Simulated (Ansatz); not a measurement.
Ta₃W in space group Fm-3m (No. 225; Ta on 8c, Ta on 4b, W on 4a), r²SCAN in the plane-wave PAW code Ansatz, all energies at zero smearing, with the estimated change up to a 700 eV cutoff added, with one set of potentials and settings (totals compare only within such a set). Cell of 4 atoms (3 Ta, 1 W): -40230.436 eV.

```tsv
element	reference phase	E (eV/atom)
Ta	Im-3m, 1 atoms in the cell	-9944.3222
W	Im-3m, 1 atoms in the cell	-10397.2967
```

Formation energy per atom, worked out: (-40230.436 − 3×(-9944.3222) − 1×(-10397.2967))/4 = -0.043 eV/atom (-4 kJ per mol of atoms), at 0 K, without zero-point energy or fitted corrections.

The workflow started from a Materials Project entry (that database holds measured and hypothetical structures alike); the Crystallography Open Database copy checked does not list it. With Ta and W taken as one species the cell has the higher symmetry Im-3m, so it may be an ordered model of a mixed-site phase. Its standing as an ambient phase is unchecked. The cell was relaxed with r²SCAN under the symmetry of its start; whether a distortion lowers the energy is not shown. The run is not spin-polarised. The references are the lowest solids computed at this level, not always the standard phases. Spin–orbit coupling is left out wherever it is not named.

Potentials: the later of the program's two PAW sets.
